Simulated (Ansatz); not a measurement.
SiC (4H type, space group P6_3mc)

```
CELL_PARAMETERS angstrom
      3.07776     0.00000     0.00000
     -1.53888     2.66542     0.00000
      0.00000     0.00000    10.07734
ATOMIC_POSITIONS crystal
  Si 0.00000 0.00000 0.00030
  Si 0.00000 0.00000 0.50030
  Si 0.66667 0.33333 0.75024
  Si 0.33333 0.66667 0.25024
  C  0.00000 0.00000 0.81287
  C  0.00000 0.00000 0.31287
  C  0.66667 0.33333 0.56221
  C  0.33333 0.66667 0.06221
```

This relaxed cell (volume V₀) is scaled evenly in all directions, its shape held. The atoms relax within the cell's symmetry.

Level of theory: r2SCAN (plane waves to 500 eV, PAW, scalar-relativistic; Ansatz, a quantum-chemistry and plane-wave program). k mesh 12×12×4 (Γ-centred), Fermi-Dirac smearing 0.05 eV. E stands for the smeared free energy. Compression counts positive. With the shape held, the modulus is that of even scaling; a crystal free to change shape is softer. SiC was relaxed with its symmetry unable to fall. The PAW data are Ansatz's earlier set. The zero of ΔE is the relaxed starting cell.

| V (Å³/cell) | ΔE (meV/atom) | P (GPa) |
|---|---|---|
| 77.71 | 29.3 | 15.9 |
| 78.70 | 18.3 | 12.3 |
| 79.69 | 10.1 | 9.0 |
| 80.69 | 4.4 | 5.8 |
| 81.68 | 1.1 | 2.8 |
| 82.67 | 0.0 | 0.0 |
| 83.66 | 1.0 | -2.7 |
| 84.65 | 4.1 | -5.2 |
| 85.65 | 9.0 | -7.5 |
| 86.64 | 15.7 | -9.7 |
| 87.63 | 24.0 | -11.8 |

Read from the data:

Pressure at the smallest volume: 15.9 GPa
Energy cost of the largest compression: 29.3 meV/atom
Energy cost of the largest expansion: 24.0 meV/atom
Bulk modulus at fixed cell shape B₀ (third-order Birch-Murnaghan fit): 228 GPa
Pressure derivative B₀′ (fit): 3.9
Equilibrium volume of the fit: 10.33 Å³/atom
Pressure for 5 % compression (fit): 12.9 GPa

The 11 points together took about 7 core-minutes (a rough figure).

(Under strain, the slope of the energy per volume gives the stress and its curvature an elastic modulus.)
